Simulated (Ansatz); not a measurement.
A relaxed cell of CsAu (Pm-3m (No. 221)), relaxed on a k-mesh at least as fine as the one used below. Method: r2SCAN (plane waves to 500 eV, PAW, scalar-relativistic; Ansatz, a program for electronic structure). Γ-centred k-mesh 4×8×8 on the run's cell (coarser than for final values), Fermi–Dirac smearing 0.05 eV.

```yaml
crystal:
  lattice:
    - [8.54907, 0.00000, 0.00000]
    - [0.00000, 4.27453, 0.00000]
    - [0.00000, 0.00000, 4.27453]
  atoms:
    - { symbol: Cs, position: [0.00000, 0.00000, 0.00000] }
    - { symbol: Cs, position: [0.50000, 0.00000, 0.00000] }
    - { symbol: Au, position: [0.25000, 0.50000, 0.50000] }
    - { symbol: Au, position: [0.75000, 0.50000, 0.50000] }
```

The atoms are displaced by (Å):

```csv
atom,ux,uy,uz
Cs1,0.030,-0.028,-0.094
Cs2,0.112,-0.072,0.066
Au3,0.146,-0.004,0.013
Au4,-0.041,-0.059,-0.039
```

Q: What forces (eV/Å) and pressure result?

A: 
```json
[
 {"atom": "Cs1", "Fx": "0.08", "Fy": "0.00", "Fz": "0.06"},
 {"atom": "Cs2", "Fx": "-0.14", "Fy": "0.04", "Fz": "-0.09"},
 {"atom": "Au3", "Fx": "-0.08", "Fy": "-0.05", "Fz": "-0.01"},
 {"atom": "Au4", "Fx": "0.13", "Fy": "0.01", "Fz": "0.05"}
]
```

Pressure +0.1 GPa.

Q: Estimate the energy cost of the displacement in the harmonic approximation and compare with the calculation.

A: For a harmonic well ΔE = −½ Σ F·u = 0.024 eV a cell, or 6 meV/atom. The calculated energy relative to the undisplaced cell is +6 meV/atom, so the harmonic estimate holds well.

No spin polarisation in the result.

The run that gave the undisplaced cell could not lose the symmetry of its start; a randomly shaken copy of 2 atoms returns to this structure.
